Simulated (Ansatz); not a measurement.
## Relaxing HgPt

Theory: Ansatz 0.2.0, DFT PBEsol, scalar-relativistic, plane waves, PAW. Run with 420 eV cutoff, 14×14×12 k-mesh, Gaussian smearing of 0.10 eV, no spin polarisation.

What was changed: uniaxial strain along c, with a, b and atoms relaxed: -1.0 %.

Spin–orbit coupling is left out, which can shift energies with elements as heavy as these.

Input:

```yaml
crystal:
  lattice:
    - [2.9845477434, 0.0, 0.0]
    - [0.0, 2.9845477434, 0.0]
    - [0.0, 0.0, 3.8330840139]
  atoms:
    - { symbol: Hg, position: [0.0, 0.0, 0.0] }
    - { symbol: Pt, position: [0.5, 0.5, 0.5] }
basis:
  ecutwfc: 420
kpoints:
  mp_grid: { grid: [14, 14, 12] }
hamiltonian:
  xc: pbesol
scf:
  occupations: { method: gaussian, width: 0.1 }
output:
  forces: true
  stress: true
  eigenvalues: true
relax:
  adjacent_minimum: "off"
  f_tol: 0.008
  max_steps: 40
  cell: { stress_tol: 0.05, fix: [c, angles] }
```

F is the free energy. Steps run on the plane waves of an earlier cell, but the last one, and at times one on the way, on a freshly chosen basis, so a repeated geometry can differ a little in energy. The held parts of the cell keep their stress, so P needn't end at zero.

Steps:

| step | F − F(1) (eV) | largest force component (eV/Å) | V (Å³/atom) | P (GPa) |
| --- | --- | --- | --- | --- |
| 1 | 0.0000 | 0.000 | 17.072 | 0.93 |
| 2 | 0.0007 | 0.000 | 17.249 | -0.89 |
| 3 | -0.0002 | 0.000 | 17.135 | 0.27 |
| 4 | -0.0003 | 0.000 | 17.135 | 0.27 |

Relaxed structure:

```
CELL_PARAMETERS angstrom
2.99007 0.00000 0.00000
0.00000 2.99007 0.00000
0.00000 0.00000 3.83308
ATOMIC_POSITIONS crystal
Hg 0.00000 0.00000 0.00000
Pt 0.50000 0.50000 0.50000
```

Symmetry: P4/mmm, No. 123, tetragonal system. The conventional cell has a = 2.990 Å, b = 2.990 Å, c = 3.833 Å, α = 90.00°, β = 90.00°, γ = 90.00°. Around Hg (site symmetry 4/mmm) lie 8 Pt at 2.85 Å and 4 Hg at 2.99 Å. Around Pt (site symmetry 4/mmm) lie 8 Hg at 2.85 Å and 4 Pt at 2.99 Å.

The run converged. The run took about 30 core-seconds.